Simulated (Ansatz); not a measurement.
**How far is PAW off for SnSe2?**

```xyz
3
Lattice="3.8110 0.0000 0.0000 -1.9055 3.3004 0.0000 0.0000 0.0000 6.1370" Properties=species:S:1:pos:R:3 pbc="T T T"
Sn    0.0000    0.0000    0.0000
Se    0.0000    2.2003    1.5342
Se    1.9055    1.1001    4.6027
```

Atoms are numbered in the order listed.

The geometry is COD entry 1548805, unchecked; take it as a test cell. Its inner coordinates are ideal values, not refined ones.

Spin–orbit coupling is left out, though it moves levels of the heavy atoms by tenths of an eV or more.

Methods: DFT, PBE, PAW with Ansatz's default frozen-core files, scalar-relativistic (Ansatz 0.2.0); DFT, PBE, all-electron PAW with datasets made for the crystal, scalar-relativistic (Ansatz 0.2.0); DFT, PBE, all-electron LAPW, scalar-relativistic (Ansatz 0.2.0).

For PAW: a Γ-centred 7×7×4 k mesh, Fermi–Dirac smearing of 0.03 eV, cutoff 420 eV, no spin polarisation. The crystal-made all-electron datasets (AE datasets) take a cutoff of 240 eV at this cell. LAPW targets a basis error of 1 meV/atom. The Ansatz runs share mesh, smearing and spin set-up. Plane-wave (PAW) pressures include the program's estimate of the Pulay term.

Stress and pressure are positive in compression.

Levels count from the top of the valence band.

```tsv
quantity	PAW	AE datasets	LAPW
pressure (GPa)	5.28	5.27	5.28
stress xx (GPa)	4.86	4.85	4.85
stress zz (GPa)	6.14	6.13	6.13
force on Se2, z (eV/Å)	0.717	0.715	0.715
band gap (eV)	0.760	0.762	0.762
highest filled level at Γ (eV)	-0.054	-0.055	-0.055
lowest empty level at Γ (eV)	1.052	1.055	1.055
highest filled level at K (eV)	-1.577	-1.577	-1.577
lowest empty level at K (eV)	1.360	1.361	1.361
highest filled level at A (eV)	-0.262	-0.260	-0.260
lowest empty level at A (eV)	2.428	2.431	2.431
```

PAW's pressure differs from the LAPW value by about 0.01 GPa or less. Datasets made for the crystal and LAPW share parts of one code, so their agreement isn't an independent check.
